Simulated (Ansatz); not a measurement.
SnGe (CsCl type, Pm-3m), a = 3.6114 Å, b = 3.6114 Å, c = 3.6114 Å, α = 90.00°, β = 90.00°, γ = 90.00°.

This is the PBE-relaxed structure.

All from plane-wave PAW PBE (Ansatz code), unless another level is named. Predict the electronic character.

metallic (no gap).

And the density of states at the Fermi level?

0.57 states/eV per atom (mean over ±0.08 eV).

And the formation energy from the elements (no fitted shifts)?

0.22 eV/atom.

The cell is a constructed one: a structure type filled with these elements; neither database checked (COD, Materials Project) lists it. Its standing as an ambient phase is unchecked. The cell was relaxed with PBE under the symmetry of its start; its stability against distortions is not shown here. The references are the lowest solids computed at this level, not always the standard phases. Scalar-relativistic: spin–orbit coupling is off unless named, which matters more the heavier the elements.

Potentials: the later of the program's two PAW sets.
